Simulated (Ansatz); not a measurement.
The start is a relaxed Sb cell, doubled along one cell vector, shaken by Gaussian noise of σ = 0.08 Å a coordinate. The cell and all atomic positions are relaxed at zero pressure with r2SCAN (plane waves to 500 eV, PAW, scalar-relativistic; Ansatz, an electronic-structure program). First-step values are on the input's coarse k-mesh.

Ansatz input (later rounds restart from its end on a renewed k-mesh):
Ansatz 0.2 input:
```yaml
crystal:
  lattice:
    - [2.0492222628, 1.1831190251, 6.2415393166]
    - [-2.0492222628, 1.1831190251, 6.2415393166]
    - [0, -4.7324761002, 12.4830786332]
  atoms:
    - { symbol: Sb, position: [0.1110789822, 0.1154761772, 0.0694990271] }
    - { symbol: Sb, position: [0.1546353481, 0.1190312689, 0.5591030279] }
    - { symbol: Sb, position: [0.8316292479, 0.8964809012, 0.4533741515] }
    - { symbol: Sb, position: [0.8616088856, 0.8883975669, 0.9397869743] }
basis: { ecutwfc: 500, ecutrho_ratio: 4, xc_grid: 4, fft_grid_basis: typed }
kpoints: { mp_grid: { grid: [9, 9, 5] } }
hamiltonian:
  xc: r2scan
  dispersion: none
  pseudopotentials: { azcp: { folder: ./paw }, kind: paw }
scf: { occupations: { method: fermi_dirac, width: 0.05 } }
relax: { f_tol: 0.01, max_steps: 100, cell: { stress_tol: 0.02 } }
output: { forces: true, stress: true }
```

- Largest initial force: 2.68 eV/Å, on Sb2 (atoms numbered as listed)
- Energy released: 0.15 eV/atom
- Volume change: -30.4 %, from 45.40 to 31.59 Å³/atom
- Relative to the parent: It does not go back: it reaches R-3m (No. 166), AFLOW prototype A_hR2_166_c (A7, as in As), 0.06 eV/atom below the parent
- Shortest distances (start → end): The closest pairs of elements (up to four, under 3.6 Å), start → end: Sb–Sb 2.60 → 2.92 Å
- Band gap at the end: no gap on the sampled points, where the bands overlap only slightly; such a result is sensitive to mesh and level
- Optimiser moves: 30

Final structure:

Space group R-3m, hexagonal axes (No. 166); a = b = 4.3414 Å, c = 11.6113 Å, α = β = 90.00°, γ = 120.00°

| atom | site | symmetry | x | y | z |
|---|---|---|---|---|---|
| Sb | 6c | 3m | 0.0000 | 0.0000 | 0.2315 |
(The calculation used a cell of 2 atoms; values per cell refer to that cell.)

Final values are on a 13×13×12 k-mesh of the relaxed cell. No spin polarisation in the result.
